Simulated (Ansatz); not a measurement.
# Stability checks on a candidate for NaAu7

The cell was found from a structure generator's guess, not taken from experiment.

Method: DFT PBE, scalar-relativistic, plane waves, PAW (Ansatz 0.2.0). Settings of the last relaxation (8-atom cell): 420 eV, 8×8×8 k points, Gaussian smearing of 0.10 eV, no spin polarisation.

```yaml
crystal:
  lattice:
    - [0.00000, 4.16982, 4.16982]
    - [4.16982, 0.00000, 4.16982]
    - [4.16982, 4.16982, 0.00000]
  atoms:
    - { symbol: Na, position: [0.00000, 0.00000, 0.00000] }
    - { symbol: Au, position: [0.50000, 0.50000, 0.50000] }
    - { symbol: Au, position: [0.00000, 0.50000, 0.00000] }
    - { symbol: Au, position: [0.50000, 0.00000, 0.00000] }
    - { symbol: Au, position: [0.00000, 0.50000, 0.50000] }
    - { symbol: Au, position: [0.50000, 0.00000, 0.50000] }
    - { symbol: Au, position: [0.00000, 0.00000, 0.50000] }
    - { symbol: Au, position: [0.50000, 0.50000, 0.00000] }
```

Energies over the elements count from the elements' standard structures at the same level, with no fitted energy shifts.

Question: These tests were run: energy against the elements; phonons on a 2×2×2 q mesh. What do they show?

Answer:

```csv
test,result
energy against the elements,−0.10 eV/atom
phonons on a 2×2×2 q mesh,no imaginary mode on the mesh
```

It fails none of these tests. Other phases of the system weren't compared here, so this isn't yet thermodynamic stability.

These runs have no spin–orbit coupling, which can matter for Au. The run for the phonons used an 8×8×8 k mesh and Fermi–Dirac smearing of 0.15 eV.
